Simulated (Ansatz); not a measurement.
# ScPdGe: pressure against volume

ScPdGe, P-62m, a = 6.652 Å, c = 3.921 Å. The structure is a Materials Project entry; whether it is the stable form wasn't checked. Ansatz: PBEsol, PAW, 420 eV, Γ-centred 6×6×10 mesh on 9 atoms, Gaussian smearing 0.10 eV; no spin polarisation. Shape and atoms are relaxed at each volume; pressure is positive in compression.

```
V (Å³/atom) P (GPa)
     15.693     9.69
     16.194     4.44
     16.695     0.01
     17.196        ?
     17.697    -6.90
```

Q: Take V0 = 16.695 Å³/atom, count pressures from its P0 = 0.01 GPa, fit the third-order Birch–Murnaghan form to the other rows, and predict the missing pressure.

A: With the Eulerian strain f = ½[(V0/V)^(2/3) − 1] and y = (P − P0)/[3f(1 + 2f)^(5/2)], the form is the line y = B0 + 1.5 B0 (B0′ − 4) f. Rows (f, y): 0.02106, 138.2; 0.01026, 136.8; -0.01906, 133.2. Means f = 0.004087, y = 136.07; Σ(Δf)² = 0.0008620, ΣΔfΔy = 0.1071; the slope is their ratio. y = 135.6 + 124.2 f GPa, so B0 = 135.6 GPa and B0′ = 4 + 2 × (124.2)/(3 × 135.6) = 4.61. At V = 17.196, f = -0.00976, y = 134.39 and P = -3.74 GPa. The run gave -3.74 GPa, the same to the digits shown.

Cost: 5 runs of about 6.9 core-minutes in all, on Intel Xeon 6975P-C (Granite Rapids) (shared hosts).